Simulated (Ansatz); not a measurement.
**Ti: from a starting cell to a relaxed one**

The start is a randomly generated symmetric cell of Ti (space group No. 191). A full variable-cell relaxation at zero pressure is run with r2SCAN (plane waves to 500 eV, PAW, scalar-relativistic; Ansatz, a first-principles code). First-step values are on the input's coarse k-mesh.

Ansatz input (later rounds restart from its end on a renewed k-mesh):
Ansatz 0.2 input:
```yaml
crystal:
  lattice:
    - [2.7227674, 0, 0]
    - [-1.3613837, 2.3579857, 0]
    - [0, 0, 3.2113686]
  atoms:
    - { symbol: Ti, position: [0, 0, 0.5] }
basis: { ecutwfc: 500, ecutrho_ratio: 4, xc_grid: 4, fft_grid_basis: typed }
kpoints: { mp_grid: { grid: [14, 14, 10] } }
hamiltonian:
  xc: r2scan
  dispersion: none
  pseudopotentials: { azcp: { folder: ./paw }, kind: paw }
scf: { occupations: { method: fermi_dirac, width: 0.05 } }
relax: { f_tol: 0.01, max_steps: 100, cell: { stress_tol: 0.02 } }
output: { forces: true, stress: true }
```

How much energy is released per atom?

0.27 eV/atom.

The space group stays P6/mmm (No. 191) (the run could not lower it); the end is AFLOW prototype A_hP1_191_a (A_f, as in Sn), with 1 atom in the primitive cell. Final values are on a 20×20×17 k-mesh of the relaxed cell. No spin polarisation in the result.

The run could not lose the symmetry of its start: the end is stationary, and may be a saddle point rather than a minimum.

The relaxed structure here is a generated cell of Ti: the first start was made by a random draw of sites in a space group, and the end was not matched to a known phase here, so it may be hypothetical. Known forms of Ti include space group No. 194.
